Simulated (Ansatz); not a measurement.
Relaxed CdTe (zinc blende):

```
CdTe
1.0
    0.00000     3.30902     3.30902
    3.30902     0.00000     3.30902
    3.30902     3.30902     0.00000
Te Cd
1 1
Cartesian
  4.96354   4.96354   4.96354
  0.00000   0.00000   0.00000
```

Scan: atom 2 (Cd, nearest neighbour Te at 2.866 Å; its periodic images, 4.7 Å or more away, move with it) is displaced along Cartesian x, direction (1.000, 0.000, 0.000) in Cartesian axes, by s. The other atoms stay.

These are PBE (plane waves to 420 eV, PAW, scalar-relativistic; Ansatz, a first-principles code) values and carry that method's errors. k mesh 7×7×7 (Γ-centred), Fermi-Dirac smearing 0.05 eV. Compression counts positive. F∥ is the force on the atom along that direction. CdTe was relaxed with its symmetry unable to fall. Spin-orbit coupling is left out, though Te is heavy. 

| s (Å) | P (GPa) | F∥ (eV/Å) |
|---|---|---|
| -0.860 | 7.6 | ___ |
| -0.688 | 5.2 | ___ |
| -0.516 | 3.1 | ___ |
| -0.344 | 1.4 | 1.221 |
| -0.172 | 0.4 | 0.633 |
| 0.000 | 0.0 | 0.000 |
| 0.172 | 0.4 | -0.633 |
| 0.344 | 1.4 | -1.221 |
| 0.516 | 3.1 | ___ |
| 0.688 | 5.2 | ___ |
| 0.860 | 7.6 | ___ |

Task: Some entries are withheld; supply them.

Result: 
- -0.860, F∥ (eV/Å): 2.372
- -0.688, F∥ (eV/Å): 2.124
- -0.516, F∥ (eV/Å): 1.728
- 0.516, F∥ (eV/Å): -1.728
- 0.688, F∥ (eV/Å): -2.124
- 0.860, F∥ (eV/Å): -2.372

(For displaced atoms, the force is minus the slope of the energy, and its curvature is a force constant, which sets phonon frequencies.)
